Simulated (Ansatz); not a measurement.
GeSe in space group Pnma (No. 62; Ge on 4c, Se on 4c), the program Ansatz at the PBE+D3(BJ) level (PAW), all energies at zero smearing, with the estimated change up to a 700 eV cutoff added, with one set of potentials and settings (totals compare only within such a set). Cell of 8 atoms (4 Ge, 4 Se): -39060.915 eV.

| element | reference phase | E (eV/atom) |
|---|---|---|
| Ge | Fd-3m, 2 atoms in the cell | -4295.2706 |
| Se | P3_121, 3 atoms in the cell | -5469.4069 |

Formation energy per atom, worked out: (-39060.915 − 4×(-4295.2706) − 4×(-5469.4069))/8 = -0.276 eV/atom (-27 kJ per mol of atoms), at 0 K, without zero-point energy or fitted corrections.

The PBE+D3(BJ) relaxation kept the symmetry of its start. The references are the lowest solids computed at this level, not always the standard phases.

Potentials: the later of the program's two PAW sets.
